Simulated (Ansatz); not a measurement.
Relaxed ZnS (wurtzite):

```xyz
4
Lattice="3.7822 0.0000 0.0000 -1.8911 3.2754 0.0000 0.0000 0.0000 6.2077" Properties=species:S:1:pos:R:3 pbc="T T T"
Zn     1.8911     1.0918     6.2056
Zn     0.0000     2.1836     3.1018
S      1.8911     1.0918     3.8830
S      0.0000     2.1836     0.7792
```

Method: PBEsol (plane waves to 420 eV, PAW, scalar-relativistic; Ansatz, a program for electronic structure). k mesh 8×8×5 (Γ-centred), Fermi-Dirac smearing 0.05 eV. ZnS was relaxed with its symmetry unable to fall.

One atom of the cell was then moved (with its periodic images), all else fixed, and the forces (eV/Å) came out as:

```
atom      Fx      Fy      Fz
----  ------  ------  ------
Zn1    4.960  -3.841  -2.449
Zn2    0.172  -0.024  -0.215
S3     0.314  -0.106  -0.093
S4    -5.446   3.970   2.758
```

**Question.** Which atom was moved, and by which vector (Å)?

**Answer.** S4, by (0.56, 0.00, 0.00), 0.56 Å in all.

(For displaced atoms, the force is minus the slope of the energy, and its curvature is a force constant, which sets phonon frequencies.)
